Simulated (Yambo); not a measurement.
A G0W0@PBEsol run in Yambo for Cs2NaYF6 (space group Fm-3m, No. 225) (2×2×2 Γ-centred k mesh, bands 2 to 286 and a 7 Ry block in the screening, 286 bands in G with the Bruneval-Gonze terminator, plasmon pole fitted at 27.2 eV) gives these matrix elements, in eV, at the band edges (Γ → Γ):

```json
[
 {"state": "valence edge", "E0": "0.000", "<Vxc>": "-21.975", "<Σx>": "-29.744", "<Σc(E0)>": "4.958", "Z": "0.802"},
 {"state": "conduction edge", "E0": "6.726", "<Vxc>": "-8.621", "<Σx>": "-4.304", "<Σc(E0)>": "-3.053", "Z": "0.889"}
]
```

### Question
Solve the linearised quasiparticle equation for both states, give the gap, and say how exchange and correlation each act on it.

### Answer
E = E0 + Z(Σx + Σc − Vxc). Valence: 0.000 + 0.802 × (-29.744 + (4.958) − (-21.975)) = -2.25 eV. Conduction: 6.726 + 0.889 × (-4.304 + (-3.053) − (-8.621)) = 7.85 eV. The gap is 10.10 eV, against 6.73 eV in PBEsol. Replacing Vxc by bare exchange alone would open it by 12.09 eV; correlation takes back 8.01 eV of that, and Z scales what is left. Convergence of the G0W0 settings was not tested. The k mesh is coarse. 

Geometry of the Materials Project entry, not relaxed at this level; primitive cell a = b = c = 6.506 Å, α = β = γ = 60.00°.
